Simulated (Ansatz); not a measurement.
Ag:
```cif
data_Ag4
_chemical_formula_sum 'Ag4'
_space_group_name_H-M_alt 'P63/mmc'
_space_group_IT_number 194
_space_group_name_Hall '-P 6c 2c'
_cell_length_a 2.89275
_cell_length_b 2.89275
_cell_length_c 9.41491
_cell_angle_alpha 90.000
_cell_angle_beta 90.000
_cell_angle_gamma 120.000
loop_
_atom_site_label
_atom_site_type_symbol
_atom_site_symmetry_multiplicity
_atom_site_Wyckoff_symbol
_atom_site_fract_x
_atom_site_fract_y
_atom_site_fract_z
_atom_site_occupancy
Ag1 Ag 2 a 0.00000 0.00000 0.00000 1
Ag2 Ag 2 c 0.33333 0.66667 0.25000 1
```

Relaxed at zero pressure with r²SCAN+D4 in the plane-wave PAW code Ansatz.

Task: The volume is lowered by 6 % and shape and atoms relax at that volume. What pressure results, and how do the axes share the change?

Result: 8.0 GPa; a -2.1 %, b -2.1 %, c -2.0 %; the energy rises by 24 meV/atom.

Task: Give the new structure.

Result: 
Space group P6₃/mmc (No. 194); a = b = 2.832 Å, c = 9.231 Å, α = β = 90.00°, γ = 120.00°

| atom | site | symmetry | x | y | z |
|---|---|---|---|---|---|
| Ag | 2a | -3m. | 0.0000 | 0.0000 | 0.0000 |
| Ag | 2c | -6m2 | 0.3333 | 0.6667 | 0.2500 |

The phase is kept; no other phase was compared at this pressure.

Space group P6_3/mmc (dhcp (α-La type)). The workflow started from a Materials Project entry (that database holds measured and hypothetical structures alike); the Crystallography Open Database files this formula in space group No. 194, but the cells were not matched. It is not the phase usual at ambient conditions (space group No. 225). The cell was relaxed with r²SCAN+D4 under the symmetry of its start; its stability against distortions is not shown here. The run is not spin-polarised. The pairwise dispersion correction was not fitted to metals. Axis ratios of metals converge slowly with the k-mesh, so a and c are less sure than the volume.

Potentials: the later of the program's two PAW sets.
